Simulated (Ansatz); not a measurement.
Ti3Sn: pressure against volume

Ti3Sn, Cmcm, a = 5.692 Å, b = 10.386 Å, c = 4.691 Å. The structure is a Materials Project entry; whether it is the stable form wasn't checked. Ansatz: PBEsol, PAW, 420 eV, Γ-centred 8×8×8 mesh on 8 atoms, Gaussian smearing 0.10 eV; no spin polarisation. Shape and atoms are relaxed at each volume; pressure is positive in compression.

| V (Å³/atom) | P (GPa) |
| --- | --- |
| 15.254 | ? |
| 15.774 | 14.41 |
| 16.294 | 8.86 |
| 16.814 | 4.10 |
| 17.334 | 0.01 |
| 17.854 | -3.50 |
| 18.374 | -6.51 |
| 19.067 | -9.85 |

Take V0 = 17.334 Å³/atom, count pressures from its P0 = 0.01 GPa, fit the third-order Birch–Murnaghan form to the other rows, and predict the missing pressure.

With the Eulerian strain f = ½[(V0/V)^(2/3) − 1] and y = (P − P0)/[3f(1 + 2f)^(5/2)], the form is the line y = B0 + 1.5 B0 (B0′ − 4) f. Rows (f, y): 0.03244, 126.4; 0.02106, 126.3; 0.01026, 126.3; -0.00976, 125.9; -0.01905, 125.7; -0.03078, 125.2. Means f = 0.0006950, y = 125.97; Σ(Δf)² = 0.003004, ΣΔfΔy = 0.05383; the slope is their ratio. y = 126.0 + 17.92 f GPa, so B0 = 126.0 GPa and B0′ = 4 + 2 × (17.92)/(3 × 126.0) = 4.09. At V = 15.254, f = 0.04448, y = 126.80 and P = 20.95 GPa. The run gave 20.84 GPa, so the fit is 0.11 GPa too high, a small miss on the scale of the series.